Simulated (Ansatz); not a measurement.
Given:

PbF₂:
Space group Pnma (No. 62); a = 6.3942 Å, b = 3.8754 Å, c = 7.6499 Å, α = β = γ = 90.00°

```
atom  site  symmetry       x       y       z
----  ----  --------  ------  ------  ------
Pb      4c       .m.  0.2452  0.7500  0.3941
F       4c       .m.  0.4707  0.2500  0.1544
F       4c       .m.  0.1404  0.7500  0.0631
```

This is the r²SCAN+D4-relaxed structure.

Task: All from r²SCAN+D4 (plane waves, PAW; program Ansatz), unless another level is named. Predict the electron effective mass with spin–orbit coupling.

Result: 1.0 mₑ (isotropic).

Task: Predict the smallest direct gap on the standard path.

Result: 5.00 eV.

Task: What about the electron effective mass?

Result: 0.85 mₑ (isotropic).

Task: And the band gap?

Result: 4.74 eV (indirect).

Task: Give the weight of the conduction-edge state by species (Voronoi cells).

Result: F 56 %, Pb 44 %.

Task: Give the conduction-band minimum.

Result: at Γ.

The workflow started from a Materials Project entry (that database holds measured and hypothetical structures alike); the Crystallography Open Database files this formula in space group No. 62, but the cells were not matched. Its standing as an ambient phase is unchecked. Symmetry was held in the r²SCAN+D4 relaxation; whether a distortion lowers the energy is not shown. Scalar-relativistic: spin–orbit coupling is off unless named, which matters more the heavier the elements.

Potentials: the later of the program's two PAW sets.
